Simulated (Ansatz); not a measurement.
**Al$_{4}$CoNi$_{3}$ (P4/mmm) at 2 levels of theory**

One geometry, relaxed with PBE; plane waves with PAW potentials in Ansatz, scalar-relativistic. Collinear spin, ending at 0.8 μB a primitive cell. Gaps are the least over mesh and band path; pressure is positive in compression.

```yaml
crystal:
  lattice:
    - [4.08313, 0.00000, 0.00000]
    - [0.00000, 4.08313, 0.00000]
    - [0.00000, 0.00000, 5.76708]
  atoms:
    - { symbol: Al, position: [0.00000, 0.50000, 0.74866] }
    - { symbol: Al, position: [0.00000, 0.50000, 0.25134] }
    - { symbol: Al, position: [0.50000, 0.00000, 0.74866] }
    - { symbol: Al, position: [0.50000, 0.00000, 0.25134] }
    - { symbol: Co, position: [0.50000, 0.50000, 0.50000] }
    - { symbol: Ni, position: [0.00000, 0.00000, 0.00000] }
    - { symbol: Ni, position: [0.00000, 0.00000, 0.50000] }
    - { symbol: Ni, position: [0.50000, 0.50000, 0.00000] }
```

```tsv
level	cutoff (eV)	k mesh	gap (eV)	pressure (GPa)	largest moment (μB)
PBE	420	10×10×8	0	0.0	0.60
```

Question: What comes out on the same cell with LDA?

Answer:
```json
{"level": "LDA", "cutoff (eV)": "420", "k mesh": "10×10×8", "gap (eV)": "0", "pressure (GPa)": "-10.7", "largest moment (μB)": "0.00"}
```

The structure comes from a generated guess; another structure or a mixture of phases may lie lower.
